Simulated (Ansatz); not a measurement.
Si₂MoN₄:
```xyz
14
Lattice="2.8871 0.0000 0.0000 -1.4436 2.5003 0.0000 0.0000 0.0000 20.8320" Properties=species:S:1:pos:R:3 pbc="T T T"
Mo     0.0000     1.6669     5.2080
Mo     1.4436     0.8334    15.6240
N      1.4436     0.8334     6.4508
N      0.0000     1.6669    16.8667
N      0.0000     1.6669    14.3812
N      1.4436     0.8334     3.9652
Si     1.4436     0.8334     8.1835
Si     0.0000     1.6669    18.5995
Si     0.0000     1.6669    12.6485
Si     1.4436     0.8334     2.2325
N      0.0000     0.0000     8.6780
N      0.0000     0.0000    19.0940
N      0.0000     0.0000    12.1539
N      0.0000     0.0000     1.7380
```

Relaxed with r²SCAN+D4.

Question: Give the Bader charges and basin volumes of the independent atoms, DFT-r²SCAN+D4 in the program Ansatz with PAW potentials.

Answer: 

| atom | Bader charge (e) | Bader volume (Å³) |
|---|---|---|
| Mo1 | +1.78 | 10.4 |
| N3 | -1.70 | 10.9 |
| Si7 | +3.19 | 3.2 |
| N11 | -2.38 | 18.3 |

Space group P6_3/mmc. The start of the workflow was typed in or built on a structure type; neither database checked (COD, Materials Project) lists it. Its standing as an ambient phase is unchecked. The cell was relaxed with r²SCAN+D4 under the symmetry of its start; its stability against distortions is not shown here. The workflow began spin-polarised and lost its moments.

Potentials: the later of the program's two PAW sets.
